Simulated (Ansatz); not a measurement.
The relaxed structure here is a generated cell of TiTe2: the first start was made by placing the elements on the sites of a structure type, and the end was not matched to a known phase here, so it may be hypothetical. Known forms of TiTe2 include space group No. 164.

A relaxed structure of TiTe2. The numbers are results of r2SCAN (plane waves to 500 eV, PAW, scalar-relativistic; Ansatz, a quantum-chemistry and plane-wave program), not measurements.

```xyz
9
Lattice="7.9098 0.0000 0.0000 -3.9549 6.8500 0.0000 0.0000 0.0000 3.8553" Properties=species:S:1:pos:R:3 pbc="T T T"
Te     1.0707     1.8546     0.0000
Te     5.7683     0.0000     0.0000
Te    -2.8841     4.9955     0.0000
Te     2.4103     4.1748     1.9277
Te     3.0892     0.0000     1.9277
Te    -1.5446     2.6753     1.9277
Ti     0.0000     0.0000     1.9277
Ti     3.9549     2.2833     0.0000
Ti     0.0000     4.5667     0.0000
```

### Question
Determine the symmetry and give the standard cell with its independent sites.

### Answer
Space group P-62m (No. 189); a = b = 7.910 Å, c = 3.855 Å, α = β = 90.00°, γ = 120.00°

| atom | site | symmetry | x | y | z |
|---|---|---|---|---|---|
| Te | 3f | m2m | 0.2707 | 0.2707 | 0.0000 |
| Te | 3g | m2m | 0.6094 | 0.6094 | 0.5000 |
| Ti | 1b | -62m | 0.0000 | 0.0000 | 0.5000 |
| Ti | 2c | -6.. | 0.3333 | 0.6667 | 0.0000 |

### Question
Give the shortest distances between elements (the closest pairs, up to four, under 3.6 Å).

### Answer
Te–Ti 2.88 Å; Te–Te 3.30 Å.

```yaml
volume_per_atom: 23.21 Å³
band_gap: "no clear gap: the sampled points leave 0.02 eV away from the symmetry points, which may be a band crossing missed between them"
smallest_direct_gap: 0.14 eV at k = (0.1429, 0.2857, 0)
```

No spin polarisation in the result. Without spin-orbit coupling the bands of the heavy element are not split, so the gap can be far off.

The run could not lose the symmetry of its start; a randomly shaken copy of 9 atoms returns to this structure.
